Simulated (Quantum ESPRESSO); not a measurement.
# Ga4O4FN: one run as intended and one with a planted mistake

Simulated, not a measurement. The program is pw.x of Quantum ESPRESSO 7.5 (plane-wave density functional theory). The cell is made up: 10 atoms on a corundum lattice, with randomly drawn elements, strain and displacements, not relaxed. PseudoDojo standard norm-conserving files (v0.5 for PBE, v0.4.1 for LDA and PBEsol) set the functional; there is no spin polarisation, spin-orbit coupling or dispersion term, and the masses in the input are unused placeholders.

Intended input:

```
&control calculation='scf', pseudo_dir='./dojo.nc.sr.pbe.v0_5.standard.upf', outdir='./o', disk_io='low', tprnfor=.true., tstress=.true. /
&system ibrav=0, nat=10, ntyp=4, nbnd=50, ecutwfc=84.00895049, nosym=.true., tot_charge=0,
 occupations='smearing', smearing='fd', degauss=0.0018374661
/
&electrons conv_thr=7.350e-09, electron_maxstep=60, /
ATOMIC_SPECIES
F 1.0 F.upf
Ga 1.0 Ga.upf
N 1.0 N.upf
O 1.0 O.upf
CELL_PARAMETERS angstrom
2.5076 1.4478 4.5031
-2.5076 1.4478 4.5031
0.0 -2.8955 4.5031
ATOMIC_POSITIONS angstrom
Ga -0.0086 0.0399 4.8919
Ga 0.0304 -0.1287 1.9905
Ga -0.0498 0.0299 8.6096
Ga -0.087 0.0775 11.3889
O -0.9552 1.3843 7.9346
O -0.7865 -1.6546 7.9468
O 1.8097 0.1148 7.9265
O 1.0483 -1.4557 5.6074
F 0.7233 1.537 5.4824
N -1.6253 -0.0801 5.657
K_POINTS automatic
5 5 5 1 1 1
```

The log is shortened where brackets say so; the opening notice, blank lines, dates and the lines on written files are dropped, and the path of the files is cut. It prints rydbergs, bohrs and kilobars, and counts compression as positive stress. Where no state is partly filled, the Fermi energy that it prints is only some level between the filled and the empty states on the mesh, and need not lie in the true gap.

Log of the intended run:

```
     Program PWSCF v.7.5
     Parallel version (MPI & OpenMP), running on       4 processor cores
     Number of MPI processes:                 4
     Threads/MPI process:                     1
     [start-up lines left out]
     bravais-lattice index     =            0
     lattice parameter (alat)  =      10.1170  a.u.
     unit-cell volume          =     661.9364 (a.u.)^3
     number of atoms/cell      =           10
     number of atomic types    =            4
     number of electrons       =        88.00
     number of Kohn-Sham states=           50
     kinetic-energy cutoff     =      84.0090  Ry
     charge density cutoff     =     336.0358  Ry
     scf convergence threshold =      7.3E-09
     mixing beta               =       0.7000
     number of iterations used =            8  plain     mixing
     Exchange-correlation= PBE
                           (   1   4   3   4   0   0   0)
     [axes and pseudopotential details left out]
   Cartesian axes
     site n.     atom                  positions (alat units)
         1        Ga     tau(   1) = (  -0.0016064   0.0074528   0.9137421  )
         2        Ga     tau(   2) = (   0.0056783  -0.0240395   0.3717990  )
         3        Ga     tau(   3) = (  -0.0093020   0.0055849   1.6081592  )
         4        Ga     tau(   4) = (  -0.0162504   0.0144760   2.1272956  )
         5        O      tau(   5) = (  -0.1784187   0.2585689   1.4820781  )
         6        O      tau(   6) = (  -0.1469078  -0.3090573   1.4843569  )
         7        O      tau(   7) = (   0.3380280   0.0214431   1.4805651  )
         8        O      tau(   8) = (   0.1958085  -0.2719055   1.0473880  )
         9        F      tau(   9) = (   0.1351029   0.2870912   1.0240397  )
        10        N      tau(  10) = (  -0.3035845  -0.0149616   1.0566526  )
     number of k points=    63  Fermi-Dirac smearing, width (Ry)=  0.0018
                       cart. coord. in units 2pi/alat
        k(    1) = (   0.0000000   0.0000000   0.1188892), wk =   0.0320000
        k(    2) = (   0.0000000  -0.2465268   0.1981505), wk =   0.0320000
     [further k points left out]
     Dense  grid:    68917 G-vectors     FFT dimensions: (  60,  60,  60)
     Estimated max dynamical RAM per process >     213.19 MB
     Estimated total dynamical RAM >     802.30 MB
     Initial potential from superposition of free atoms
     starting charge      87.9893, renormalised to      88.0000
     Starting wfcs are   60 randomized atomic wfcs
     total cpu time spent up to now is        7.2 secs
     per-process dynamical memory:   171.8 Mb
     Self-consistent Calculation
     iteration #  1     ecut=    84.01 Ry     beta= 0.70
     Davidson diagonalization with overlap
     ethr =  1.00E-02,  avg # of iterations =  2.7
     total cpu time spent up to now is       22.5 secs
     total energy              =    -813.16159697 Ry
     estimated scf accuracy    <       2.42000055 Ry
     iteration #  2     ecut=    84.01 Ry     beta= 0.70
     Davidson diagonalization with overlap
     ethr =  2.75E-03,  avg # of iterations =  3.0
     total cpu time spent up to now is       37.0 secs
     total energy              =    -813.73672375 Ry
     estimated scf accuracy    <       2.79645226 Ry
     [iterations 3 to 11 left out]
     iteration # 12     ecut=    84.01 Ry     beta= 0.70
     Davidson diagonalization with overlap
     ethr =  9.02E-11,  avg # of iterations =  3.0
     total cpu time spent up to now is      176.1 secs
     total energy              =    -814.29300839 Ry
     estimated scf accuracy    <       0.00000002 Ry
     iteration # 13     ecut=    84.01 Ry     beta= 0.70
     Davidson diagonalization with overlap
     ethr =  2.49E-11,  avg # of iterations =  2.0
     total cpu time spent up to now is      188.7 secs
     End of self-consistent calculation
     [lines on levels left out]
     the Fermi energy is    12.3171 ev
!    total energy              =    -814.29300839 Ry
     estimated scf accuracy    <          1.7E-09 Ry
     smearing contrib. (-TS)   =      -0.00000000 Ry
     internal energy E=F+TS    =    -814.29300839 Ry
     The total energy is F=E-TS. E is the sum of the following terms:
     one-electron contribution =    -228.38775847 Ry
     hartree contribution      =     199.18626590 Ry
     xc contribution           =    -219.22899711 Ry
     ewald contribution        =    -565.86251871 Ry
     convergence has been achieved in  13 iterations
     Forces acting on atoms (cartesian axes, Ry/au):
     atom    1 type  2   force =    -0.03332976   -0.13679511   -0.09919808
     atom    2 type  2   force =     0.05245448    0.05817086    0.04542071
     atom    3 type  2   force =     0.04618000   -0.00260525   -0.00721486
     atom    4 type  2   force =     0.05965190    0.02158771    0.09773063
     atom    5 type  4   force =    -0.03459694    0.11558172   -0.06334405
     atom    6 type  4   force =     0.01678498    0.00801238   -0.05315825
     atom    7 type  4   force =    -0.05192294   -0.02228193   -0.01291829
     atom    8 type  4   force =    -0.04162609   -0.01750301    0.00697073
     atom    9 type  1   force =     0.08389906    0.06257496    0.06525907
     atom   10 type  3   force =    -0.09749469   -0.08674232    0.02045239
     Total force =     0.336865     Total SCF correction =     0.000088
     Computing stress (Cartesian axis) and pressure
          total   stress  (Ry/bohr**3)                   (kbar)     P=      172.48
   0.00103996  -0.00022251   0.00025127          152.98      -32.73       36.96
  -0.00022251   0.00147594   0.00010413          -32.73      217.12       15.32
   0.00025127   0.00010413   0.00100151           36.96       15.32      147.33
     init_run     :      6.82s CPU      7.04s WALL (       1 calls)
     electrons    :    180.48s CPU    181.46s WALL (       1 calls)
     forces       :      1.69s CPU      1.70s WALL (       1 calls)
     stress       :      5.85s CPU      5.85s WALL (       1 calls)
     [timing details left out]
     PWSCF        :   3m15.13s CPU   3m16.42s WALL
     JOB DONE.
```

A second run has one planted mistake: the cell and the positions are scaled by a wrong factor. The input lines that differ, file-writing options aside:

```
- 2.5076 1.4478 4.5031
+ 2.5339 1.463 4.5504
- -2.5076 1.4478 4.5031
+ -2.5339 1.463 4.5504
- 0.0 -2.8955 4.5031
+ 0.0 -2.9259 4.5504
- Ga -0.0086 0.0399 4.8919
+ Ga -0.0087 0.0403 4.9433
- Ga 0.0304 -0.1287 1.9905
+ Ga 0.0307 -0.1301 2.0114
- Ga -0.0498 0.0299 8.6096
+ Ga -0.0503 0.0302 8.7
- Ga -0.087 0.0775 11.3889
+ Ga -0.0879 0.0783 11.5085
- O -0.9552 1.3843 7.9346
+ O -0.9652 1.3988 8.0179
- O -0.7865 -1.6546 7.9468
+ O -0.7948 -1.672 8.0302
- O 1.8097 0.1148 7.9265
+ O 1.8287 0.116 8.0097
- O 1.0483 -1.4557 5.6074
+ O 1.0593 -1.471 5.6663
- F 0.7233 1.537 5.4824
+ F 0.7309 1.5531 5.54
- N -1.6253 -0.0801 5.657
+ N -1.6424 -0.0809 5.7164
```

Its log:

```
     Program PWSCF v.7.5
     Parallel version (MPI & OpenMP), running on       4 processor cores
     Number of MPI processes:                 4
     Threads/MPI process:                     1
     [start-up lines left out]
     bravais-lattice index     =            0
     lattice parameter (alat)  =      10.2233  a.u.
     unit-cell volume          =     683.0010 (a.u.)^3
     number of atoms/cell      =           10
     number of atomic types    =            4
     number of electrons       =        88.00
     number of Kohn-Sham states=           50
     kinetic-energy cutoff     =      84.0090  Ry
     charge density cutoff     =     336.0358  Ry
     scf convergence threshold =      7.3E-09
     mixing beta               =       0.7000
     number of iterations used =            8  plain     mixing
     Exchange-correlation= PBE
                           (   1   4   3   4   0   0   0)
     [axes and pseudopotential details left out]
   Cartesian axes
     site n.     atom                  positions (alat units)
         1        Ga     tau(   1) = (  -0.0016082   0.0074493   0.9137485  )
         2        Ga     tau(   2) = (   0.0056748  -0.0240484   0.3717990  )
         3        Ga     tau(   3) = (  -0.0092977   0.0055823   1.6081590  )
         4        Ga     tau(   4) = (  -0.0162480   0.0144734   2.1272985  )
         5        O      tau(   5) = (  -0.1784132   0.2585624   1.4820756  )
         6        O      tau(   6) = (  -0.1469155  -0.3090623   1.4843492  )
         7        O      tau(   7) = (   0.3380276   0.0214421   1.4805599  )
         8        O      tau(   8) = (   0.1958072  -0.2719083   1.0473921  )
         9        F      tau(   9) = (   0.1351038   0.2870841   1.0240460  )
        10        N      tau(  10) = (  -0.3035908  -0.0149540   1.0566529  )
     number of k points=    63  Fermi-Dirac smearing, width (Ry)=  0.0018
                       cart. coord. in units 2pi/alat
        k(    1) = (   0.0000000   0.0000000   0.1188887), wk =   0.0320000
        k(    2) = (   0.0000000  -0.2465271   0.1981497), wk =   0.0320000
     [further k points left out]
     Dense  grid:    71043 G-vectors     FFT dimensions: (  60,  60,  60)
     Estimated max dynamical RAM per process >     219.27 MB
     Estimated total dynamical RAM >     825.04 MB
     Initial potential from superposition of free atoms
     starting charge      87.9893, renormalised to      88.0000
     Starting wfcs are   60 randomized atomic wfcs
     total cpu time spent up to now is        7.4 secs
     per-process dynamical memory:   176.3 Mb
     Self-consistent Calculation
     iteration #  1     ecut=    84.01 Ry     beta= 0.70
     Davidson diagonalization with overlap
     ethr =  1.00E-02,  avg # of iterations =  2.6
     total cpu time spent up to now is       22.7 secs
     total energy              =    -813.16581673 Ry
     estimated scf accuracy    <       2.42092314 Ry
     iteration #  2     ecut=    84.01 Ry     beta= 0.70
     Davidson diagonalization with overlap
     ethr =  2.75E-03,  avg # of iterations =  3.0
     total cpu time spent up to now is       37.9 secs
     total energy              =    -813.71846284 Ry
     estimated scf accuracy    <       3.00707815 Ry
     [iterations 3 to 11 left out]
     iteration # 12     ecut=    84.01 Ry     beta= 0.70
     Davidson diagonalization with overlap
     ethr =  1.37E-10,  avg # of iterations =  3.0
     total cpu time spent up to now is      177.8 secs
     total energy              =    -814.31243994 Ry
     estimated scf accuracy    <       0.00000002 Ry
     iteration # 13     ecut=    84.01 Ry     beta= 0.70
     Davidson diagonalization with overlap
     ethr =  2.43E-11,  avg # of iterations =  2.0
     total cpu time spent up to now is      190.8 secs
     End of self-consistent calculation
     [lines on levels left out]
     the Fermi energy is    11.4104 ev
!    total energy              =    -814.31243994 Ry
     estimated scf accuracy    <          2.3E-09 Ry
     smearing contrib. (-TS)   =      -0.00000000 Ry
     internal energy E=F+TS    =    -814.31243994 Ry
     The total energy is F=E-TS. E is the sum of the following terms:
     one-electron contribution =    -237.32157434 Ry
     hartree contribution      =     202.00498698 Ry
     xc contribution           =    -219.01108887 Ry
     ewald contribution        =    -559.98476371 Ry
     convergence has been achieved in  13 iterations
     Forces acting on atoms (cartesian axes, Ry/au):
     atom    1 type  2   force =    -0.03571305   -0.12645887   -0.09344593
     atom    2 type  2   force =     0.05554740    0.04908636    0.04595256
     atom    3 type  2   force =     0.03900664    0.00208650   -0.00915374
     atom    4 type  2   force =     0.05277833    0.02642532    0.09010892
     atom    5 type  4   force =    -0.03150159    0.10313892   -0.05776953
     atom    6 type  4   force =     0.01970464    0.00793008   -0.04798564
     atom    7 type  4   force =    -0.04912728   -0.02069699   -0.01633484
     atom    8 type  4   force =    -0.03428147   -0.01448198    0.00878188
     atom    9 type  1   force =     0.07549259    0.05363034    0.05936860
     atom   10 type  3   force =    -0.09190622   -0.08065967    0.02047772
     Total force =     0.310778     Total SCF correction =     0.000111
     Computing stress (Cartesian axis) and pressure
          total   stress  (Ry/bohr**3)                   (kbar)     P=      100.16
   0.00055239  -0.00019717   0.00025324           81.26      -29.01       37.25
  -0.00019717   0.00093548   0.00009861          -29.01      137.61       14.51
   0.00025324   0.00009861   0.00055474           37.25       14.51       81.60
     init_run     :      6.94s CPU      7.19s WALL (       1 calls)
     electrons    :    180.36s CPU    183.40s WALL (       1 calls)
     forces       :      1.86s CPU      1.86s WALL (       1 calls)
     stress       :      5.97s CPU      5.98s WALL (       1 calls)
     [timing details left out]
     PWSCF        :   3m15.41s CPU   3m18.76s WALL
     JOB DONE.
```

```
                                            intended run  run with the mistake
                          free energy (eV)    -11079.021            -11079.285
                    smearing term -TS (eV)        0.0000                0.0000
                            pressure (GPa)         17.25                 10.02
            largest force component (eV/Å)         3.517                 3.251
largest change of a force component (eV/Å)                               0.320
                                iterations            13                    13
```

For scale, a rerun of the intended cell at 1437 eV and a 7 x 7 x 7 mesh moved values by no more than 0.004 eV in energy, 0.02 GPa in stress and 0.002 eV/Å in force.